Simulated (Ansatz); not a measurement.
Total density of states per atom from LDA in the plane-wave PAW code Ansatz, in 0.25 eV bins, energy from the Fermi level:

(E (eV), states/eV/atom): (-7.85, 0.00); (-7.60, 0.00); (-7.35, 0.00); (-7.10, 0.00); (-6.85, 0.00); (-6.60, 0.00); (-6.35, 0.10); (-6.10, 0.55); (-5.85, 0.69); (-5.60, 0.48); (-5.35, 0.50); (-5.10, 1.04); (-4.85, 1.09); (-4.60, 1.06); (-4.35, 0.52); (-4.10, 0.92); (-3.85, 0.98); (-3.60, 1.43); (-3.35, 1.06); (-3.10, 0.74); (-2.85, 0.88); (-2.60, 0.43); (-2.35, 0.83); (-2.10, 1.45); (-1.85, 0.92); (-1.60, 1.37); (-1.35, 1.03); (-1.10, 0.27); (-0.85, 0.31); (-0.60, 0.42); (-0.35, 0.48); (-0.10, 0.45); (0.15, 0.43); (0.40, 0.52); (0.65, 0.57); (0.90, 0.69); (1.15, 1.02); (1.40, 0.89); (1.65, 1.01); (1.90, 1.19); (2.15, 1.18); (2.40, 0.92); (2.65, 1.45); (2.90, 0.87)

Pick the material that matches.
A. SiRu, P2_13 (Si on 4a, Ru on 4a)
B. TiSi, Cmmm (Ti on 2b, Si on 2d)
C. Si2Ni, fluorite or antifluorite type
D. SiMo3, A15 (Cr3Si type)

D, SiMo3, A15 (Cr3Si type). Within 0.5 eV of the Fermi level: Mo 4d 86 %, Si 3p 7 %. Projections are on Löwdin-orthogonalised atomic valence shells; empty p or d shells of many metals are not among them.

Space group Pm-3n (A15 (Cr3Si type)). Symmetry was held in the LDA relaxation. No spin polarisation was allowed. Spin–orbit coupling is left out wherever it is not named.

Potentials: the later of the program's two PAW sets.
